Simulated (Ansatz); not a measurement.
**MgZrF6: ab initio molecular dynamics**

These are results of DFT PBEsol, scalar-relativistic, plane waves, PAW (Ansatz 0.2.0), not measurements. Cutoff 420 eV, shifted (0.5, 0.5, 0.0 steps) 2×2×1 k-points, Fermi–Dirac smearing of 0.1 eV. The mesh is coarse. No spin polarisation.

16 atoms, starting at 1.04 times the perfect crystal's volume (space group Fm-3m, the cell as given, not relaxed at this level); Langevin thermostat at 1200 K (friction 0.05 fs⁻¹), fixed cell; 78 steps of 4 fs. The run is short and not equilibrated. The time step is on the long side.

First frame:

```
Mg Zr F
1.0
     4.04050    0.00000   -4.04050
    -4.04050    0.00000   -4.04050
     0.00000    8.08099    0.00000
Mg Zr F
2 2 12
Cartesian
  0.0000 0.0000 -4.0405
  0.0000 4.0405 0.0000
  0.0000 4.0405 -4.0405
  0.0000 0.0000 0.0000
  -2.0010 0.0000 -4.0405
  2.0395 4.0405 -4.0405
  2.0010 0.0000 -4.0405
  -2.0395 4.0405 -4.0405
  0.0000 6.0800 -4.0405
  0.0000 2.0395 0.0000
  0.0000 2.0010 -4.0405
  0.0000 6.0415 0.0000
  0.0000 0.0000 -6.0415
  0.0000 4.0405 -2.0010
  0.0000 0.0000 -2.0395
  0.0000 4.0405 -6.0800
```

```yaml
Mean_temperature_over_the_second_half: 1011 K
Mean_pressure_over_the_second_half_kinetic_part_included: -0.4 GPa
Mean_potential_energy_above_the_perfect_crystal_as_given_at_volume_ratio_1;_besides_heat_the_difference_comes_from_the_volume_4_%_larger_and_the_crystal's_own_forces_of_up_to_0.24_eV/Å;_its_own_run_had_another_smearing_without_effect_beside_its_gap: 116 meV/atom
Mean-square_drift_of_F_from_first_to_last_step_mean_shift_of_all_atoms_removed: 0.16 Å²
Mean-square_drift_of_Mg_from_first_to_last_step_mean_shift_of_all_atoms_removed: 0.06 Å²
Mean-square_drift_of_Zr_from_first_to_last_step_mean_shift_of_all_atoms_removed: 0.04 Å²
```

Pair distribution functions g(r), second half of the run, up to half the cell's height:

```csv
r (Å),F-F,F-Mg,F-Zr
1.65,0.0,0.0,0.0
1.75,0.0,1.0,0.0
1.85,0.0,4.9,1.3
1.95,0.0,5.9,10.8
2.05,0.0,5.2,8.0
2.15,0.0,4.5,4.9
2.25,0.0,2.4,0.6
2.35,0.1,0.9,0.0
2.45,0.4,0.4,0.0
2.55,1.2,0.1,0.0
2.65,2.1,0.0,0.0
2.75,3.0,0.0,0.0
```

Along the run (potential energy from its first value; pressure with the kinetic part):

```
t (fs) T (K)  ΔE_pot (meV/atom) P (GPa)
   0.0   1125                0.0     -2.7
  12.0   1268               53.6      1.2
  24.0    928               99.9      2.2
  36.0    686              105.4     -0.4
  48.0    850              126.0     -2.4
  60.0    993              129.6     -2.3
  72.0    935               99.3     -2.2
  84.0    863               96.2     -0.9
  96.0    932              105.7      1.3
 108.0    823              102.1      1.4
 120.0   1257              117.7      2.8
 132.0   1114               91.2      0.4
 144.0   1047               79.6     -2.3
 156.0    876              105.4      0.5
 168.0    966               84.3      0.5
 180.0    942               89.2     -1.5
 192.0    873              103.1     -1.1
 204.0    754              123.1      1.6
 216.0    877               92.0      2.3
 228.0   1298               75.9      0.8
 240.0   1157               97.6      0.3
 252.0    836              109.6     -1.6
 264.0    836              113.3     -0.7
 276.0   1006              123.5      0.3
 288.0    912              136.0     -2.0
 300.0   1477              138.2     -3.5
 312.0   1186              129.5     -2.9
```